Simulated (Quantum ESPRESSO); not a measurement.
# W5LiReAu: finding a planted mistake in a log

A calculation, not a measurement. The program is pw.x of Quantum ESPRESSO 7.5 (plane-wave density functional theory). The cell is made up: eight metal atoms on a hexagonal close-packed lattice, with elements, volume, strain and displacements drawn at random and not relaxed, so it may be unstable or far from any real phase. PseudoDojo standard norm-conserving files set the functional (PBE unless stated); there is no spin polarisation or spin-orbit coupling, the Fermi-Dirac width of 0.25 eV means electrons at about 2900 K, and the masses in the input are unused placeholders. Heavy elements are run without spin-orbit coupling, which real alloys of them have. A spin test at this wide smearing found no moment, but such smearing suppresses magnetism that the real alloy may have.

Intended input:

```
&control calculation='scf', pseudo_dir='./dojo.nc.sr.pbe.v0_5.standard.upf', outdir='./o', disk_io='minimal', tprnfor=.true., tstress=.true. /
&system ibrav=0, nat=8, ntyp=4, nbnd=70, ecutwfc=84.00895049, nosym=.true., tot_charge=0,
 occupations='smearing', smearing='fd', degauss=0.0183746611
/
&electrons conv_thr=1.470e-08, electron_maxstep=70, mixing_beta=0.5 /
ATOMIC_SPECIES
Au 1.0 Au.upf
Li 1.0 Li.upf
Re 1.0 Re.upf
W 1.0 W.upf
CELL_PARAMETERS angstrom
-2.9893 0.0138 -0.02
-0.024 5.0422 -0.0122
1.4427 -2.5055 -9.297
ATOMIC_POSITIONS angstrom
W -0.0298 0.0006 -0.101
W -0.0207 1.6402 -2.3496
Li -0.0038 0.0366 -4.6462
W -0.0084 1.661 -7.0024
W -1.5547 2.575 0.0321
Re -1.5179 4.2631 -2.3742
W -1.4943 2.5201 -4.6727
Au -1.5315 -0.9306 -6.9304
K_POINTS automatic
8 5 3 1 1 1
```

The log is shortened where brackets say so; the opening notice, blank lines, dates and the lines on written files are dropped, and the path of the files is cut. It prints rydbergs, bohrs and kilobars, and counts compression as positive stress. Its total energy is the free energy E - TS of the whole cell.

Log of the intended run:

```
     Program PWSCF v.7.5
     Parallel version (MPI & OpenMP), running on       4 processor cores
     Number of MPI processes:                 4
     Threads/MPI process:                     1
     [start-up lines left out]
     bravais-lattice index     =            0
     lattice parameter (alat)  =       5.6491  a.u.
     unit-cell volume          =     947.2148 (a.u.)^3
     number of atoms/cell      =            8
     number of atomic types    =            4
     number of electrons       =       107.00
     number of Kohn-Sham states=           70
     kinetic-energy cutoff     =      84.0090  Ry
     charge density cutoff     =     336.0358  Ry
     scf convergence threshold =      1.5E-08
     mixing beta               =       0.5000
     number of iterations used =            8  plain     mixing
     Exchange-correlation= PBE
                           (   1   4   3   4   0   0   0)
     [axes and pseudopotential details left out]
   Cartesian axes
     site n.     atom                  positions (alat units)
         1        W      tau(   1) = (  -0.0099686   0.0002007  -0.0337861  )
         2        W      tau(   2) = (  -0.0069245   0.5486722  -0.7859774  )
         3        Li     tau(   3) = (  -0.0012712   0.0122433  -1.5542256  )
         4        W      tau(   4) = (  -0.0028099   0.5556301  -2.3424108  )
         5        W      tau(   5) = (  -0.5200711   0.8613772   0.0107379  )
         6        Re     tau(   6) = (  -0.5077610   1.4260727  -0.7942065  )
         7        W      tau(   7) = (  -0.4998664   0.8430123  -1.5630902  )
         8        Au     tau(   8) = (  -0.5123104  -0.3113001  -2.3183257  )
     number of k points=    60  Fermi-Dirac smearing, width (Ry)=  0.0184
                       cart. coord. in units 2pi/alat
        k(    1) = (  -0.0617020   0.0588027  -0.0790127), wk =   0.0333333
        k(    2) = (  -0.0631314   0.0593137   0.1349908), wk =   0.0333333
     [further k points left out]
     Dense  grid:    98567 G-vectors     FFT dimensions: (  36,  60, 108)
     Estimated max dynamical RAM per process >     386.67 MB
     Estimated total dynamical RAM >       1.44 GB
     Initial potential from superposition of free atoms
     starting charge     106.9924, renormalised to     107.0000
     Starting wfcs are   72 randomized atomic wfcs
     total cpu time spent up to now is        6.2 secs
     per-process dynamical memory:   304.6 Mb
     Self-consistent Calculation
     iteration #  1     ecut=    84.01 Ry     beta= 0.50
     Davidson diagonalization with overlap
     ethr =  1.00E-02,  avg # of iterations =  3.6
     total cpu time spent up to now is       22.4 secs
     total energy              =   -1240.41326292 Ry
     estimated scf accuracy    <       3.54009294 Ry
     iteration #  2     ecut=    84.01 Ry     beta= 0.50
     Davidson diagonalization with overlap
     ethr =  3.31E-03,  avg # of iterations =  4.3
     total cpu time spent up to now is       40.5 secs
     total energy              =   -1236.52520208 Ry
     estimated scf accuracy    <     118.64691155 Ry
     [iterations 3 to 18 left out]
     iteration # 19     ecut=    84.01 Ry     beta= 0.50
     Davidson diagonalization with overlap
     ethr =  7.50E-11,  avg # of iterations =  1.1
     total cpu time spent up to now is      270.8 secs
     total energy              =   -1242.63952903 Ry
     estimated scf accuracy    <       0.00000005 Ry
     iteration # 20     ecut=    84.01 Ry     beta= 0.50
     Davidson diagonalization with overlap
     ethr =  4.54E-11,  avg # of iterations =  1.0
     total cpu time spent up to now is      282.5 secs
     End of self-consistent calculation
     [lines on levels left out]
!    total energy              =   -1242.63952903 Ry
     estimated scf accuracy    <          4.1E-09 Ry
     smearing contrib. (-TS)   =      -0.12974485 Ry
     internal energy E=F+TS    =   -1242.50978418 Ry
     The total energy is F=E-TS. E is the sum of the following terms:
     one-electron contribution =    -336.03177923 Ry
     hartree contribution      =     212.96355326 Ry
     xc contribution           =    -254.80719593 Ry
     ewald contribution        =    -864.63436228 Ry
     convergence has been achieved in  20 iterations
     Forces acting on atoms (cartesian axes, Ry/au):
     atom    1 type  4   force =    -0.00007337   -0.01000321    0.01718442
     atom    2 type  4   force =    -0.00019389    0.01554397   -0.01270719
     atom    3 type  2   force =     0.00063777   -0.01190209   -0.00986105
     atom    4 type  4   force =    -0.00110998   -0.00182275   -0.01775742
     atom    5 type  4   force =     0.00239631    0.00247599   -0.01131839
     atom    6 type  3   force =    -0.00144421   -0.01708560    0.00493938
     atom    7 type  4   force =     0.00131137   -0.01550984    0.03949359
     atom    8 type  1   force =    -0.00152401    0.03830353   -0.00997335
     Total force =     0.072021     Total SCF correction =     0.000264
     Computing stress (Cartesian axis) and pressure
          total   stress  (Ry/bohr**3)                   (kbar)     P=     -179.41
  -0.00146059   0.00004739  -0.00001132         -214.86        6.97       -1.67
   0.00004739  -0.00109983  -0.00015605            6.97     -161.79      -22.96
  -0.00001132  -0.00015605  -0.00109844           -1.67      -22.96     -161.59
     init_run     :      5.72s CPU      5.97s WALL (       1 calls)
     electrons    :    269.97s CPU    276.34s WALL (       1 calls)
     forces       :      2.74s CPU      2.74s WALL (       1 calls)
     stress       :      9.75s CPU      9.75s WALL (       1 calls)
     [timing details left out]
     PWSCF        :   4m48.45s CPU   4m55.10s WALL
     JOB DONE.
```

A second run was made from an input with one planted mistake. Its log:

```
     Program PWSCF v.7.5
     Parallel version (MPI & OpenMP), running on       4 processor cores
     Number of MPI processes:                 4
     Threads/MPI process:                     1
     [start-up lines left out]
     bravais-lattice index     =            0
     lattice parameter (alat)  =       5.6779  a.u.
     unit-cell volume          =     961.7641 (a.u.)^3
     number of atoms/cell      =            8
     number of atomic types    =            4
     number of electrons       =       107.00
     number of Kohn-Sham states=           70
     kinetic-energy cutoff     =      84.0090  Ry
     charge density cutoff     =     336.0358  Ry
     scf convergence threshold =      1.5E-08
     mixing beta               =       0.5000
     number of iterations used =            8  plain     mixing
     Exchange-correlation= PBE
                           (   1   4   3   4   0   0   0)
     [axes and pseudopotential details left out]
   Cartesian axes
     site n.     atom                  positions (alat units)
         1        W      tau(   1) = (  -0.0099847   0.0001997  -0.0337815  )
         2        W      tau(   2) = (  -0.0069227   0.5486921  -0.7859950  )
         3        Li     tau(   3) = (  -0.0012647   0.0122479  -1.5542505  )
         4        W      tau(   4) = (  -0.0027957   0.5556481  -2.3424421  )
         5        W      tau(   5) = (  -0.5200693   0.8613794   0.0107502  )
         6        Re     tau(   6) = (  -0.5077549   1.4260803  -0.7942157  )
         7        W      tau(   7) = (  -0.4998670   0.8430408  -1.5631036  )
         8        Au     tau(   8) = (  -0.5123146  -0.3112894  -2.3183457  )
     number of k points=    60  Fermi-Dirac smearing, width (Ry)=  0.0184
                       cart. coord. in units 2pi/alat
        k(    1) = (  -0.0617014   0.0588017  -0.0790120), wk =   0.0333333
        k(    2) = (  -0.0631307   0.0593143   0.1349881), wk =   0.0333333
     [further k points left out]
     Dense  grid:   100069 G-vectors     FFT dimensions: (  36,  60, 108)
     Estimated max dynamical RAM per process >     392.15 MB
     Estimated total dynamical RAM >       1.46 GB
     Initial potential from superposition of free atoms
     starting charge     106.9924, renormalised to     107.0000
     Starting wfcs are   72 randomized atomic wfcs
     total cpu time spent up to now is        6.6 secs
     per-process dynamical memory:   317.0 Mb
     Self-consistent Calculation
     iteration #  1     ecut=    84.01 Ry     beta= 0.50
     Davidson diagonalization with overlap
     ethr =  1.00E-02,  avg # of iterations =  3.7
     total cpu time spent up to now is       24.2 secs
     total energy              =   -1240.45748250 Ry
     estimated scf accuracy    <       3.44486753 Ry
     iteration #  2     ecut=    84.01 Ry     beta= 0.50
     Davidson diagonalization with overlap
     ethr =  3.22E-03,  avg # of iterations =  4.3
     total cpu time spent up to now is       43.7 secs
     total energy              =   -1236.61830149 Ry
     estimated scf accuracy    <     117.97289108 Ry
     [iterations 3 to 18 left out]
     iteration # 19     ecut=    84.01 Ry     beta= 0.50
     Davidson diagonalization with overlap
     ethr =  7.96E-11,  avg # of iterations =  1.3
     total cpu time spent up to now is      314.2 secs
     total energy              =   -1242.62071141 Ry
     estimated scf accuracy    <       0.00000006 Ry
     iteration # 20     ecut=    84.01 Ry     beta= 0.50
     Davidson diagonalization with overlap
     ethr =  5.80E-11,  avg # of iterations =  1.0
     total cpu time spent up to now is      327.1 secs
     End of self-consistent calculation
     [lines on levels left out]
!    total energy              =   -1242.62071142 Ry
     estimated scf accuracy    <          5.3E-09 Ry
     smearing contrib. (-TS)   =      -0.13216177 Ry
     internal energy E=F+TS    =   -1242.48854965 Ry
     The total energy is F=E-TS. E is the sum of the following terms:
     one-electron contribution =    -342.42511308 Ry
     hartree contribution      =     214.87528627 Ry
     xc contribution           =    -254.68614948 Ry
     ewald contribution        =    -860.25257336 Ry
     convergence has been achieved in  20 iterations
     Forces acting on atoms (cartesian axes, Ry/au):
     atom    1 type  4   force =    -0.00027328   -0.01057411    0.01464310
     atom    2 type  4   force =    -0.00024043    0.01411641   -0.01132703
     atom    3 type  2   force =     0.00062079   -0.01146250   -0.00936319
     atom    4 type  4   force =    -0.00080710   -0.00002474   -0.01922297
     atom    5 type  4   force =     0.00215977    0.00397786   -0.01149953
     atom    6 type  3   force =    -0.00124670   -0.01576784    0.00897794
     atom    7 type  4   force =     0.00122443   -0.01529408    0.03888025
     atom    8 type  1   force =    -0.00143749    0.03502900   -0.01108858
     Total force =     0.069471     Total SCF correction =     0.000303
     Computing stress (Cartesian axis) and pressure
          total   stress  (Ry/bohr**3)                   (kbar)     P=     -201.35
  -0.00159991   0.00004329  -0.00001007         -235.35        6.37       -1.48
   0.00004329  -0.00124985  -0.00015335            6.37     -183.86      -22.56
  -0.00001007  -0.00015335  -0.00125648           -1.48      -22.56     -184.83
     init_run     :      6.18s CPU      6.46s WALL (       1 calls)
     electrons    :    313.39s CPU    320.46s WALL (       1 calls)
     forces       :      2.76s CPU      2.77s WALL (       1 calls)
     stress       :      9.63s CPU      9.86s WALL (       1 calls)
     [timing details left out]
     PWSCF        :   5m32.11s CPU   5m39.79s WALL
     JOB DONE.
```

Question: the log repeats what the program read. Compare it with the intended run: what was wrong in the second input?

Answer: the cell and the positions are scaled by a wrong factor. The input lines that differ:

```
- -2.9893 0.0138 -0.02
- -0.024 5.0422 -0.0122
- 1.4427 -2.5055 -9.297
+ -3.0045 0.0139 -0.0201
+ -0.0241 5.0679 -0.0123
+ 1.4501 -2.5183 -9.3444
- W -0.0298 0.0006 -0.101
- W -0.0207 1.6402 -2.3496
- Li -0.0038 0.0366 -4.6462
- W -0.0084 1.661 -7.0024
- W -1.5547 2.575 0.0321
- Re -1.5179 4.2631 -2.3742
- W -1.4943 2.5201 -4.6727
- Au -1.5315 -0.9306 -6.9304
+ W -0.03 0.0006 -0.1015
+ W -0.0208 1.6486 -2.3616
+ Li -0.0038 0.0368 -4.6699
+ W -0.0084 1.6695 -7.0381
+ W -1.5626 2.5881 0.0323
+ Re -1.5256 4.2848 -2.3863
+ W -1.5019 2.533 -4.6965
+ Au -1.5393 -0.9353 -6.9657
```

|  | intended run | run with the mistake |
| --- | --- | --- |
| free energy (eV) | -16906.972 | -16906.716 |
| entropy term -TS, part of it (eV) | -1.765 | -1.798 |
| pressure (GPa) | -17.94 | -20.13 |
| size of the largest force component (eV/Å) | 1.015 | 1.000 |
| largest change of a force component (eV/Å) |  | 0.104 |
| iterations | 20 | 20 |

For scale, a rerun of the intended cell at a higher cutoff and on a denser mesh moved values by no more than 0.004 eV in energy, 0.03 GPa in stress and 0.006 eV/Å in force, and a second program with other atomic files agreed on that cell to 2 % rms in force and 0.5 GPa in pressure.